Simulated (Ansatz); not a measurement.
Ca3PbO (anti-perovskite, Pm-3m), a = 4.837 Å, b = 4.837 Å, c = 4.837 Å, α = 90.00°, β = 90.00°, γ = 90.00°.

Relaxed with r²SCAN. The program Ansatz at the r²SCAN level (PAW) gives a gap of 0.19 eV.

Problem. What gap does HSE06 give on the same cell (Ansatz, PAW)?

Solution. 0.44 eV, 0.24 eV more. The hybrid was solved on a coarser mesh and at special points; its gap is the smallest among all of these.

```
k  v1 r²SCAN  c1 r²SCAN  v1 HSE06  c1 HSE06
-  ---------  ---------  --------  --------
Γ       0.00       0.19      0.00      0.44
R      -1.83       1.30         ?         ?
M      -1.09       1.91         ?         ?
X      -0.95       1.28         ?         ?
```

Problem. Top valence (v1) and lowest conduction level (c1) in eV from each method's valence maximum (which need not be a listed point): supply the withheld HSE06 values.

Solution. 
- M, v1 HSE06: -1.07
- M, c1 HSE06: 1.93
- R, v1 HSE06: -1.98
- R, c1 HSE06: 1.56
- X, v1 HSE06: -0.95
- X, c1 HSE06: 1.59

Cost on shared cores: the r²SCAN run (SCF on a 6×6×6 mesh, then bands and DOS) around 60 core-seconds (rough), the HSE06 run (SCF on 4×4×4, then a few points) very roughly 3 core-minutes; the tasks are unlike.

The workflow started from an entry of the Crystallography Open Database (COD). Its standing as an ambient phase is unchecked. Symmetry was held in the r²SCAN relaxation; whether a distortion lowers the energy is not shown. Spin–orbit coupling is left out wherever it is not named.

Potentials: the later of the program's two PAW sets.
